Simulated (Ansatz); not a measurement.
Zr2TlC:
```
CELL_PARAMETERS angstrom
      3.34567     0.00000     0.00000
     -1.67283     2.89743     0.00000
      0.00000     0.00000    14.90965
ATOMIC_POSITIONS crystal
  Zr 0.33333 0.66667 0.58194
  Zr 0.66667 0.33333 0.41806
  Zr 0.66667 0.33333 0.08194
  Zr 0.33333 0.66667 0.91806
  Tl 0.33333 0.66667 0.25000
  Tl 0.66667 0.33333 0.75000
  C  0.00000 0.00000 0.00000
  C  0.00000 0.00000 0.50000
```

Relaxed with PBEsol. Special points in fractions of this cell's reciprocal vectors: Γ (0.000, 0.000, 0.000); M (0.500, 0.000, 0.000); K (0.333, 0.333, 0.000); A (0.000, 0.000, 0.500); L (0.500, 0.000, 0.500); H (0.333, 0.333, 0.500).

Problem. List the band energies nearest the Fermi level at these points for plane-wave PAW PBEsol (Ansatz code).

Solution. In eV from the Fermi level; about four levels below and three above (degenerate sets whole), none deeper than 8.9 eV; points with the same levels are listed once.

| k | below | above |
|---|---|---|
| Γ | -2.71 -2.71 -2.14 -1.42 | 0.65 0.89 1.00 1.00 1.00 1.00 |
| M | -1.56 -1.45 -0.62 -0.58 | 2.70 2.75 3.22 |
| K | -0.81 -0.81 -0.47 -0.47 | 0.12 1.37 1.37 |
| A | -2.72 -2.72 -2.72 -2.72 -1.78 -1.78 | 0.79 0.79 1.00 1.00 1.00 1.00 |
| L | -1.49 -1.49 -0.60 -0.60 | 2.97 2.97 3.01 3.01 |
| H | -0.92 -0.92 -0.34 -0.34 | 0.81 0.81 1.26 1.26 |

Space group P6_3/mmc. The workflow started from a Materials Project entry (that database holds measured and hypothetical structures alike); the Crystallography Open Database copy checked does not list it. Its standing as an ambient phase is unchecked. The PBEsol relaxation kept the symmetry of its start; whether a distortion lowers the energy is not shown. No spin polarisation was allowed. Spin–orbit coupling is left out wherever it is not named.

Potentials: the earlier of the program's two PAW sets. The files were generated under PBE; for other functionals the program regenerates the frozen cores, and for LDA and PBEsol the local potential too.
